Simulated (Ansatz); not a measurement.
**Ansatz 0.2.0, single run: Ba2BiSb2**

Launch command:

```bash
ansatz run input.yaml --threads 1 --pin off --max-ram 2560MiB --backend cpu --events-out ev --progress --plain --runs-dir out
```

Input:

```yaml
crystal:
  lattice:
    - [-2.427497, 3.885835, 5.004002]
    - [4.854994, 0.0, 0.0]
    - [2.427497, 3.885835, -5.004002]
  atoms:
    - { symbol: Bi, position: [0.0, 0.0, 0.0] }
    - { symbol: Ba, position: [0.72021, 0.22021, 0.27979] }
    - { symbol: Ba, position: [0.27979, 0.77979, 0.72021] }
    - { symbol: Sb, position: [0.7016, 0.5, 0.7016] }
    - { symbol: Sb, position: [0.2984, 0.5, 0.2984] }
  symmetry: { tolerance: 0.0003 }
kpoints:
  mp_grid: { grid: [4, 4, 4], shift: [0, 0, 0] }
magnetization:
  spin_polarized: false
scf:
  occupations: { method: fermi_dirac }
  max_iter: 50
hamiltonian:
  pseudopotentials: { kind: paw }
  xc: lda+u
basis:
  ecutwfc: 420
output:
  forces: true
  stress: true
  eigenvalues: true
```

Origin of the cell: a database entry, scaled a little.

Output:

```
Error: YAML parse error: error: line 22 column 7: hamiltonian.xc: unknown variant `lda+u`, expected one of `lda`, `lda-pw`, `pw92`, `pbe`, `pbesol`, `rpbe`, `revpbe`, `blyp`, `pbe0`, `revpbe0`, `b3lyp`, `b3lyp5`, `hse06`, `wpbeh`, `hiss`, `lc_wpbe`, `cam_b3lyp`, `hf`, `r2scan`, `r2scanh`, `r2scan0`, `r2scan50`, `mr2scan`
  --> <input>:22:7
   |
20 | hamiltonian:
21 |   pseudopotentials: { kind: paw }
22 |   xc: lda+u
   |       ^ hamiltonian.xc: unknown variant `lda+u`, expected one of `lda`, `lda-pw`, `pw92`, `pbe`, `pbesol`, `rpbe`, `revpbe`, `blyp`, `pbe0`, `revpbe0`, `b3lyp`, `b3lyp5`, `hse06`, `wpbeh`, `hiss`, `lc_wpbe`, `cam_b3lyp`, `hf`, `r2scan`, `r2scanh`, `r2scan0`, `r2scan50`, `mr2scan`
23 | basis:
24 |   ecutwfc: 420
   |
```

Task: What went wrong?

Result: It holds an unknown functional: `hamiltonian.xc` typed as lda+u. The input was rejected before any iteration.
